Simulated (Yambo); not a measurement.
```
CELL_PARAMETERS angstrom
      3.12595     0.00000     0.00000
      0.00000     5.86711     0.00000
      0.00000     0.00000     6.10434
ATOMIC_POSITIONS crystal
  H  0.54993 0.52166 0.25000
  H  0.45007 0.47834 0.75000
  H  0.54993 0.97834 0.75000
  H  0.45007 0.02166 0.25000
  O  0.29363 0.42874 0.25000
  O  0.70637 0.57126 0.75000
  O  0.29363 0.07126 0.75000
  O  0.70637 0.92874 0.25000
  Na 0.84387 0.25000 0.00000
  Na 0.15613 0.75000 0.00000
  Na 0.15613 0.75000 0.50000
  Na 0.84387 0.25000 0.50000
```

NaOH (space group Pbcm, No. 57): mean Im ε in 1 eV windows above the direct gap of 6.42 eV, for different electron-hole kernels (Yambo, broadening 0.15 eV, PBEsol (pw.x of Quantum ESPRESSO, ONCV potentials, without SOC) bands; 8×4×4 mesh, 12 valence and 5 conduction bands, static screening with 73 bands and a 3 Ry block, scissor 2.89 eV, Tamm-Dancoff; field along x).

| window (eV) | independent quasiparticles | RPA (no attraction) | BSE |
|---|---|---|---|
| 6.4 to 7.4 | 0.1 | 0.1 | 2.3 |
| 7.4 to 8.4 | 0.5 | 0.4 | 1.2 |
| 8.4 to 9.4 | 0.9 | 0.7 | 1.8 |
| 9.4 to 10.4 | 1.3 | 1.1 | 2.0 |
| 10.4 to 11.4 | 1.4 | 1.7 | 1.1 |
| 11.4 to 12.4 | 1.5 | 1.7 | 0.9 |

This run doesn't resolve bound excitons or single peaks, so only averages are given, and they too depend on the mesh; weight that the attraction moves below the gap isn't listed. All transitions below 12.40 eV are in the band window. The scissor comes from a G0W0 run whose convergence isn't established.

Geometry of the Materials Project entry, not relaxed at this level.

The structure is a Materials Project entry; no match was found in the copy of COD used, and its stability was not checked.
